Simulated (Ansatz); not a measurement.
HfTeS in space group P3m1 (No. 156; Hf on 1b, Te on 1a, S on 1c) at seven volumes, plane-wave PAW r²SCAN+D4 (Ansatz code), shape and atoms relaxed at each. One row is withheld.

| V (Å³/atom) | P (GPa) |
|---|---|
| 24.664 | 3.36 |
| 25.477 | ? |
| 26.290 | 0.79 |
| 27.103 | 0.00 |
| 27.917 | -0.52 |
| 28.730 | -0.84 |
| 29.543 | -0.97 |

Fit the shown pressures and predict the withheld one.

Third-order Birch–Murnaghan: P = (3/2)B₀(x^(7/2) − x^(5/2))[1 + (3/4)(B′ − 4)(x − 1)] with x = (V₀/V)^(2/3). Least squares on the six rows gives V₀ = 27.108 Å³/atom, B₀ = 20.93 GPa, B′ = 12.37. At V = 25.477, x = 1.0422 and P = 1.86 GPa. The run itself gave 1.90 GPa.

The workflow started from a Materials Project entry (that database holds measured and hypothetical structures alike); the Crystallography Open Database copy checked does not list it. Whether it is the stable phase at ambient conditions was not checked. The r²SCAN+D4 relaxation kept the symmetry of its start; its stability against distortions is not shown here. No spin polarisation was allowed. Spin–orbit coupling is left out wherever it is not named.

Potentials: the later of the program's two PAW sets.
